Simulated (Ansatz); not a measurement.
BaMg₂Sb₂:
```
CELL_PARAMETERS angstrom
      4.79024     0.00000     0.00000
     -2.39512     4.14847     0.00000
      0.00000     0.00000     8.19244
ATOMIC_POSITIONS crystal
  Ba 0.00000 0.00000 0.00000
  Mg 0.66667 0.33333 0.37677
  Mg 0.33333 0.66667 0.62323
  Sb 0.66667 0.33333 0.73067
  Sb 0.33333 0.66667 0.26933
```

Relaxed with r²SCAN. Special points in fractions of this cell's reciprocal vectors: Γ (0.000, 0.000, 0.000); M (0.500, 0.000, 0.000); K (0.333, 0.333, 0.000); A (0.000, 0.000, 0.500); L (0.500, 0.000, 0.500); H (0.333, 0.333, 0.500).

Q: List the band energies nearest the valence-band maximum at these points for r²SCAN with spin–orbit coupling (plane waves, PAW; program Ansatz).

A: In eV from the valence-band maximum; about four levels below and three above (degenerate sets whole), none deeper than 8.9 eV; points with the same levels are listed once.

```csv
k,below,above
Γ,-0.05 -0.05 0.00 0.00,1.82 1.82 1.84 1.84
M,-1.49 -1.49 -1.16 -1.16,1.00 1.00 2.94 2.94
K,-1.49 -1.49 -1.42 -1.42,2.87 2.87 3.21 3.21
A,-0.61 -0.61 -0.57 -0.57,1.74 1.74 2.60 2.60
L,-1.00 -1.00 -0.59 -0.59,1.22 1.22 1.90 1.90
H,-1.52 -1.52 -1.45 -1.45,2.26 2.26 2.27 2.27
```

Space group P-3m1. The first step of the workflow began from a Materials Project structure, measured or hypothetical; the Crystallography Open Database files this formula in space group No. 164, but the cells were not matched. Whether it is the stable phase at ambient conditions was not checked. The cell was relaxed with r²SCAN under the symmetry of its start; whether a distortion lowers the energy is not shown.

Potentials: the later of the program's two PAW sets.
